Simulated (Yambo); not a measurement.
G0W0@PBEsol for BaTiO3 (cubic perovskite, space group Pm-3m, No. 221) in Yambo. Reference settings: 4×4×4 Γ-centred k mesh, bands 2 to 125 and a 8 Ry block in the screening, 125 bands in G with the Bruneval-Gonze terminator, plasmon pole fitted at 27.2 eV. The PBEsol gap R → Γ on this mesh is 1.78 eV; G0W0 gaps are taken between the same points.

The settings were changed. The gap went from 3.20 eV to 3.24 eV, and the shift of the valence edge from -0.27 eV to 0.48 eV.

Which change was made?
A. no terminator
B. 51 bands in G, no terminator
C. wavefunctions cut at 25 Ry
D. 51 bands in G

B, 51 bands in G, no terminator. The others gave (gap, valence shift): no terminator: 3.30, -0.06 eV; 51 bands in G: 3.15, -0.25 eV; wavefunctions cut at 25 Ry: 3.31, -0.22 eV.

Geometry of the Materials Project entry, not relaxed at this level; primitive cell a = 4.008 Å, b = 4.008 Å, c = 4.008 Å, α = 90.00°, β = 90.00°, γ = 90.00°.

This is not the ordinary phase of the substance.

A shift is the quasiparticle energy of the state minus its PBEsol energy.
